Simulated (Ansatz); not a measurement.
In PBEsol in the plane-wave PAW code Ansatz, Bi₂TeO₂ in the tetragonal phase (I4/mmm; Bi on 4e, O on 4d, Te on 2a) relaxes to a = 3.967 Å, c = 12.627 Å. O has 4 nearest neighbours from 2.33 Å (tetrahedral); Te has 8 nearest neighbours from 3.40 Å (cubic). Against the elements it lies at -0.92 eV/atom, with no fitted shifts.

Electronic character: no gap, with almost no states at the Fermi level (zero-gap or semimetallic).

The bulk modulus is 78.0 GPa.

The start of the workflow was typed in or built on a structure type; neither database checked (COD, Materials Project) lists it. Its standing as an ambient phase is unchecked. The PBEsol relaxation kept the symmetry of its start; whether a distortion lowers the energy is not shown. A small band overlap can be real or an error of a semilocal functional. The references are the lowest solids computed at this level, not always the standard phases (solids in place of the gases). Spin–orbit coupling is left out wherever it is not named.

Potentials: the earlier of the program's two PAW sets. The files were generated under PBE; for other functionals the program regenerates the frozen cores, and for LDA and PBEsol the local potential too.
